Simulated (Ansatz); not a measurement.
Values for one crystal, relaxed and computed with plane-wave PAW LDA (Ansatz code); other levels are named.

```yaml
volume_per_atom: 11.12 Å³
band_gap: 3.94 eV (indirect)
Formation energy from the elements (no fitted shifts): -3.68 eV/atom
Static dielectric constant ε0 (ions relaxed, cell fixed): 19.9 (xx), 18.2 (yy), 14.6 (zz)
valence_band_maximum: at Γ
Young's modulus: 271 GPa
mechanical_stability: stable (all eigenvalues of C positive)
```

Problem. Which of these materials gives this?
(A) HfO2, P2_1/c (Hf on 4e, O on 4e, O on 4e)
(B) HgO, P3_221 (Hg on 3a, O on 3b)
(C) Mg2ZnO3, P-3m1 (Mg on 2d, Zn on 1a, O on 2d, O on 1b)
(D) WO3, P6/mmm (W on 3f, O on 6l, O on 3g)

Solution. A, HfO2, P2_1/c (Hf on 4e, O on 4e, O on 4e)

The cell was relaxed with LDA under the symmetry of its start; of distortions, only those at the zone centre were tested. The run is not spin-polarised. The references are the lowest solids computed at this level, not always the standard phases (solids in place of the gases). Spin–orbit coupling is left out wherever it is not named.

Potentials: the later of the program's two PAW sets.
